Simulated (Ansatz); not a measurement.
Consider the following.

Zr$_{7}$As$_{4}$:
```cif
data_As16Zr28
_chemical_formula_sum 'Zr28 As16'
_space_group_name_H-M_alt 'C2/m'
_space_group_IT_number 12
_space_group_name_Hall '-C 2y'
_cell_length_a 16.26093
_cell_length_b 3.70231
_cell_length_c 15.12427
_cell_angle_alpha 90.000
_cell_angle_beta 104.923
_cell_angle_gamma 90.000
loop_
_atom_site_label
_atom_site_type_symbol
_atom_site_symmetry_multiplicity
_atom_site_Wyckoff_symbol
_atom_site_fract_x
_atom_site_fract_y
_atom_site_fract_z
_atom_site_occupancy
Zr1 Zr 2 a 0.00000 0.00000 0.00000 1
Zr2 Zr 2 d 0.00000 0.50000 0.50000 1
Zr3 Zr 4 i 0.07009 0.50000 0.16601 1
Zr4 Zr 4 i 0.19499 0.00000 0.30797 1
Zr5 Zr 4 i 0.29444 0.50000 0.20400 1
Zr6 Zr 4 i 0.33837 0.00000 0.03278 1
Zr7 Zr 4 i 0.00313 0.00000 0.66388 1
Zr8 Zr 4 i 0.17943 0.00000 0.54354 1
As1 As 4 i 0.17819 0.00000 0.10859 1
As2 As 4 i 0.37288 0.00000 0.60005 1
As3 As 4 i 0.36967 0.00000 0.34008 1
As4 As 4 i 0.06199 0.00000 0.85025 1
```
(The calculation used a cell of 22 atoms; values per cell refer to that cell.)

This is the r²SCAN-relaxed structure.

Q: All from the program Ansatz at the r²SCAN level (PAW), unless another level is named. Predict the electronic character.

A: metallic (no gap).

Q: And the density of states at the Fermi level?

A: 0.62 states/eV per atom (mean over ±0.08 eV).

The workflow started from a Materials Project entry (that database holds measured and hypothetical structures alike); the Crystallography Open Database copy checked does not list it. Whether it is the stable phase at ambient conditions was not checked. The cell was relaxed with r²SCAN under the symmetry of its start; whether a distortion lowers the energy is not shown. No spin polarisation was allowed. Scalar-relativistic: spin–orbit coupling is off unless named, which matters more the heavier the elements.

Potentials: the later of the program's two PAW sets.
